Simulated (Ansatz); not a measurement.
The relaxed structure here is a generated cell of BeS: the first start was made by placing the elements on the sites of a structure type, and the end was not matched to a known phase here, so it may be hypothetical.

A relaxed structure of BeS. Method: r2SCAN (plane waves to 500 eV, PAW, scalar-relativistic; Ansatz, a quantum-chemistry and plane-wave program).

```cif
data_Be4S4
_chemical_formula_sum 'S4 Be4'
_space_group_name_H-M_alt 'P 1'
_space_group_IT_number 1
_cell_length_a 5.90700
_cell_length_b 5.90700
_cell_length_c 3.46039
_cell_angle_alpha 90.000
_cell_angle_beta 90.000
_cell_angle_gamma 90.000
loop_
_space_group_symop_operation_xyz
  'x, y, z'
loop_
_atom_site_label
_atom_site_type_symbol
_atom_site_fract_x
_atom_site_fract_y
_atom_site_fract_z
_atom_site_occupancy
S1 S 0.30868 0.69132 0.00000 1
S2 S 0.80868 0.80868 0.50000 1
S3 S 0.19132 0.19132 0.50000 1
S4 S 0.69132 0.30868 0.00000 1
Be1 Be 0.33105 0.33105 0.00000 1
Be2 Be 0.83105 0.16895 0.50000 1
Be3 Be 0.16895 0.83105 0.50000 1
Be4 Be 0.66895 0.66895 0.00000 1
```

Find the space group and the Wyckoff positions (tolerance 0.01 Å).

Space group P4₂/mnm (No. 136); a = b = 5.907 Å, c = 3.460 Å, α = β = γ = 90.00°

```
atom  site  symmetry       x       y       z
----  ----  --------  ------  ------  ------
S       4g      m.2m  0.1913  0.1913  0.5000
Be      4f      m.2m  0.3310  0.3310  0.0000
```

This is the AFLOW prototype AB_tP8_136_g_f (as in BeO).

Give the shortest distances between elements (the closest pairs, up to four, under 3.6 Å).

Be–S 2.09 Å; Be–Be 2.82 Å; S–S 3.20 Å.

| Property | Value |
|---|---|
| Volume per atom | 15.09 Å³ |
| Density | 2.26 g/cm³ |
| Band gap | 3.73 eV, indirect (valence top at 83 % of the way from M to Γ, conduction bottom at k = (0, 0, 0.3)) (no spin-orbit coupling) |
| Smallest direct gap | 4.37 eV at k = (0, 0, 0.2) |

No spin polarisation in the result.

The run could not lose the symmetry of its start, so the end can be a saddle point.
